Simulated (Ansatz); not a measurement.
The relaxed structure here is a generated cell of La2O3: the first start was made by placing the elements on the sites of a structure type, and the end was not matched to a known phase here, so it may be hypothetical. Known forms of La2O3 include space group No. 164.

A relaxed structure of La2O3. Space group R32 (No. 155). Method: r2SCAN (plane waves to 500 eV, PAW, scalar-relativistic; Ansatz, a first-principles code).

```cif
data_La2O3
_chemical_formula_sum 'O3 La2'
_space_group_name_H-M_alt 'P 1'
_space_group_IT_number 1
_cell_length_a 4.50223
_cell_length_b 4.50223
_cell_length_c 4.50223
_cell_angle_alpha 83.383
_cell_angle_beta 83.383
_cell_angle_gamma 83.383
loop_
_space_group_symop_operation_xyz
  'x, y, z'
loop_
_atom_site_label
_atom_site_type_symbol
_atom_site_fract_x
_atom_site_fract_y
_atom_site_fract_z
_atom_site_occupancy
O1 O 0.20996 0.79004 0.50000 1
O2 O 0.50000 0.20996 0.79004 1
O3 O 0.79004 0.50000 0.20996 1
La1 La 0.28993 0.28993 0.28993 1
La2 La 0.71007 0.71007 0.71007 1
```

```json
{
 "volume_per_atom": "17.91 Å³",
 "band_gap": "3.77 eV, indirect (valence top at 36 % of the way from Γ to T, conduction bottom at Γ) (no spin-orbit coupling)",
 "smallest_direct_gap": "3.93 eV at F",
 "shortest_distances": "La–O 2.39 Å; O–O 2.92 Å; La–La 3.54 Å",
 "k-mesh": "8×8×8"
}
```

Band energies at high-symmetry points (eV from the VBM; labels of this space group; no spin-orbit coupling), from −5 eV up to 5.2 eV:

| point | energies |
|---|---|
| Γ | -2.24 -2.24 -1.50 -1.50 -0.90 -0.90 -0.83 -0.34 -0.17 3.77 4.80 |
| T | -2.41 -1.84 -1.44 -1.44 -1.39 -1.39 -0.70 -0.63 -0.63 4.81 4.81 4.88 |
| H2 | -2.44 -1.96 -1.66 -1.55 -1.18 -1.11 -0.87 -0.62 -0.42 4.73 4.74 4.95 |
| H0 | -2.44 -1.96 -1.66 -1.55 -1.18 -1.11 -0.87 -0.62 -0.42 4.73 4.74 4.95 |
| L | -2.32 -1.98 -1.84 -1.44 -1.20 -1.11 -0.84 -0.39 -0.39 4.47 4.67 |
| S0 | -2.33 -2.00 -2.00 -1.67 -1.52 -0.88 -0.74 -0.32 -0.02 3.95 4.82 4.99 |
| S2 | -2.33 -2.00 -2.00 -1.67 -1.52 -0.88 -0.74 -0.32 -0.02 3.95 4.82 4.99 |
| F | -2.35 -1.95 -1.94 -1.76 -1.53 -0.91 -0.69 -0.33 -0.01 3.92 4.79 5.00 |

No spin polarisation in the result.

The run could not lose the symmetry of its start; a randomly shaken copy of 10 atoms returns to this structure.
